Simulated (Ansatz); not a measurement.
SiC:
```yaml
crystal:
  lattice:
    - [0.00000, 2.17831, 2.17831]
    - [2.17831, 0.00000, 2.17831]
    - [2.17831, 2.17831, 0.00000]
  atoms:
    - { symbol: Si, position: [0.75000, 0.75000, 0.75000] }
    - { symbol: C, position: [0.00000, 0.00000, 0.00000] }
```

x, y and z are the axes in which the lattice vectors are written.

Question: Give the high-frequency dielectric tensor and the Born effective charge tensors of the independent atoms from DFPT, r²SCAN (plane waves, PAW; program Ansatz).

Answer: 
ε∞:
```
6.52  0.00  0.00
0.00  6.52  0.00
0.00  0.00  6.52
```
Z* of atom 1 (Si), rows: field, columns: displacement, in e:
```
2.72  0.00  0.00
0.00  2.72  0.00
0.00  0.00  2.72
```
Z* of atom 2 (C), rows: field, columns: displacement, in e:
```
-2.72   0.00   0.00
 0.00  -2.72   0.00
 0.00   0.00  -2.72
```

Static charges for comparison (Bader): Si1 +2.87, C2 -2.87 e. Born charges measure polarisation by displacement and can exceed these by far.

Space group F-43m (zinc blende). The cell was relaxed with r²SCAN under the symmetry of its start.

Potentials: the earlier of the program's two PAW sets.
